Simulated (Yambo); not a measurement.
Yambo run on CsO₂H₃ (space group Amm2, No. 38). The wavefunctions come from this Quantum ESPRESSO step (LDA, PseudoDojo standard norm-conserving files, scalar-relativistic):

```
&CONTROL
  calculation = 'nscf'
  pseudo_dir = './pseudo'
  outdir = './out'
/
&SYSTEM
  ibrav = 0
  nat = 6
  ntyp = 3
  ecutwfc = 84.0
  ecutrho = 336.0
  occupations = 'fixed'
  force_symmorphic = .true.
  nbnd = 138
/
&ELECTRONS
  conv_thr = 6.000000000000001e-09
  diago_full_acc = .true.
  diago_thr_init = 1e-08
/
ATOMIC_SPECIES
H 1.0080 H.upf
O 15.9990 O.upf
Cs 132.9055 Cs.upf
CELL_PARAMETERS angstrom
  4.250230000000   0.000000000000   0.000000000000
  0.000000000000   2.212600000000   4.023560000000
  0.000000000000  -2.212600000000   4.023560000000
ATOMIC_POSITIONS crystal
H   0.500000000000   0.558470000000   0.558470000000
H   0.500000000000   0.071180000000   0.452700000000
H   0.500000000000   0.452700000000   0.071180000000
O   0.500000000000   0.679510000000   0.679510000000
O   0.500000000000   0.334060000000   0.334060000000
Cs   0.000000000000   0.985330000000   0.985330000000
K_POINTS automatic
4 4 4 0 0 0
```

Yambo input:

```
rim_cut
gw0
dyson
el_el_corr
HF_and_locXC
ppa
em1d
RandQpts= 1000000
RandGvec= 1 Ry
EXXRLvcs= 84 Ry
VXCRLvcs= 336 Ry
Chimod= "HARTREE"
% BndsRnXp
 1 | 137 |
%
NGsBlkXp= 8 Ry
% LongDrXp
 1.0 | 1.0 | 1.0 |
%
PPAPntXp= 27.2114 eV
% GbndRnge
 1 | 137 |
%
GTermKind= "BG"
DysSolver= "n"
ExtendOut
% QPkrange
 1 | 1 | 12 | 13 |
 3 | 3 | 12 | 13 |
 7 | 7 | 12 | 13 |
 15 | 15 | 12 | 13 |
 17 | 17 | 12 | 13 |
 21 | 21 | 12 | 13 |
%
```

k points by index: 1 = Γ, 3 = (0, 0, -0.5), 7 = (0, -0.5, -0.5), 15 = (-0.5, 0, 0), 17 = (-0.5, 0, -0.5), 21 = (-0.5, -0.5, -0.5).

Resulting energies as the program prints them:

```
#    K-point    Band    Eo [eV]    E [eV]    E-Eo [eV]    Vxc [eV]    Vnlxc [eV]    Sc|Eo [eV]    Sc|E [eV]    dSc/dw|Eo [eV]    Re(Z)    Im(Z)
#
    1    12    0.000000    -1.534834    -1.534834    -18.91176    -24.95809    4.112418    4.511496    -7.074690    0.793655    -0.001280
    1    13    4.096707    5.189923    1.093216    -8.917319    -4.457725    -3.205479    -3.366378    -4.004685    0.871710    -0.811859E-3
    3    12    -0.444530    -2.028237    -1.583708    -18.01778    -24.06699    4.054698    4.465501    -7.057812    0.794046    -0.001316
    3    13    5.139616    6.288510    1.148895    -8.174586    -3.644718    -3.212916    -3.380974    -3.980128    0.872396    -0.822488E-3
    7    12    -0.345062    -1.926485    -1.581423    -18.26220    -24.31969    4.066866    4.476070    -7.040507    0.794447    -0.001302
    7    13    5.099787    6.249274    1.149487    -8.204902    -3.666484    -3.220608    -3.388931    -3.984353    0.872278    -0.821112E-3
    15    12    -0.276821    -1.869550    -1.592729    -18.33988    -24.40254    4.060735    4.469923    -6.990250    0.795614    -0.001285
    15    13    6.108467    7.392158    1.283691    -10.57028    -6.096220    -2.974948    -3.190368    -4.566134    0.856308    -0.920813E-3
    17    12    -0.606254    -2.226608    -1.620354    -17.37987    -23.25672    3.846352    4.256496    -6.887139    0.798020    -0.001307
    17    13    6.451317    7.829535    1.378218    -11.38191    -6.497313    -3.273375    -3.506378    -4.600109    0.855394    -0.891024E-3
    21    12    -0.386368    -1.798250    -1.411882    -19.34488    -24.90396    3.791358    4.147193    -6.857436    0.798716    -0.001244
    21    13    6.356106    7.645802    1.289697    -10.33905    -5.792216    -3.044547    -3.257133    -4.485070    0.858498    -0.898885E-3
```
(The two width columns are left out.) Convergence of these settings isn't established.

Geometry of the Materials Project entry, not relaxed at this level.

The structure is a Materials Project entry; no match was found in the copy of COD used, and its stability was not checked.
